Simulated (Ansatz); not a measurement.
VN:
Space group Fm-3m (No. 225); a = b = c = 4.117 Å, α = β = γ = 90.00°

| atom | site | symmetry | x | y | z |
|---|---|---|---|---|---|
| V | 4b | m-3m | 0.5000 | 0.5000 | 0.5000 |
| N | 4a | m-3m | 0.0000 | 0.0000 | 0.0000 |
(The calculation used a cell of 2 atoms; values per cell refer to that cell.)

Relaxed with PBE.

Problem. Decompose the optical modes at the zone centre into irreducible representations, and say which are infrared and Raman allowed.

Solution. Point group m-3m: Γ_opt = T1u. Infrared: T1u. Raman: none.

Problem. Assign frequencies (DFPT, plane-wave PAW PBE (Ansatz code)).

Solution. T1u 358 cm⁻¹.

The PBE relaxation kept the symmetry of its start. At this level the phase is dynamically unstable (imaginary phonons). The workflow began spin-polarised and lost its moments. As this level gives no gap, phonon frequencies hold no LO–TO term and depend on the k-mesh and smearing (Fermi–Dirac, 0.1 eV here).

Potentials: the later of the program's two PAW sets.
